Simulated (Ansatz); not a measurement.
## Si, first-principles data

Si:
Space group Fd-3m, origin choice 1 (No. 227); a = 11.7705 Å, b = 11.7705 Å, c = 11.7705 Å, α = 90.00°, β = 90.00°, γ = 90.00°

```tsv
atom	site	symmetry	x	y	z
Si	32e	.3m	0.0701	0.0701	0.0701
```
(The calculation used a cell of 8 atoms; values per cell refer to that cell.)

Space group Fd-3m (No. 227); conventional cell a = b = c = 11.770 Å, α = β = γ = 90.00°.

Method: the program Ansatz at the r²SCAN level (PAW). The cell and atoms are relaxed at this level. Other levels are named where they apply.

Cell and energy:

- Volume per atom = 50.96 Å³
- Density = 0.92 g/cm³

Electronic structure:

* **Band gap**: 0.11 eV (direct)
* **Valence-band maximum**: at Γ
* **Conduction-band minimum**: at Γ
* **Electron effective mass, band 1 of 3 at the edge**: 0.55 along [100], 0.55 along [110], 0.52 along [111] (mₑ)
* **Electron effective mass, band 2 of 3 at the edge**: 0.55 along [100], 0.10 along [110], 0.056 along [111] (mₑ)
* **Electron effective mass, band 3 of 3 at the edge**: 0.030 along [100], 0.039 along [110], 0.056 along [111] (mₑ)
* **Hole effective mass, band 1 of 2 at the edge**: 0.13 along [100], 0.070 along [110], 0.048 along [111] (mₑ)
* **Hole effective mass, band 2 of 2 at the edge**: 0.029 along [100], 0.036 along [110], 0.048 along [111] (mₑ)
* **HSE06 gap on the r²SCAN cell**: 0.43 eV

Mechanics:

- Bulk modulus (Birch–Murnaghan fit): 29.8 GPa
- Pressure derivative B′: 4.9
- Elastic constants (relaxed ions, GPa): C11 = 28.1, C12 = 31.3, C44 = 7.0
- Mechanical stability: unstable (C has a negative eigenvalue)

The start of the workflow was typed in or built on a structure type. Its sites differ from those of the usual phase in this space group: another stacking or structure type. The r²SCAN relaxation kept the symmetry of its start. The volume moved by 40 % from the start of the relaxation.

Potentials: the later of the program's two PAW sets.
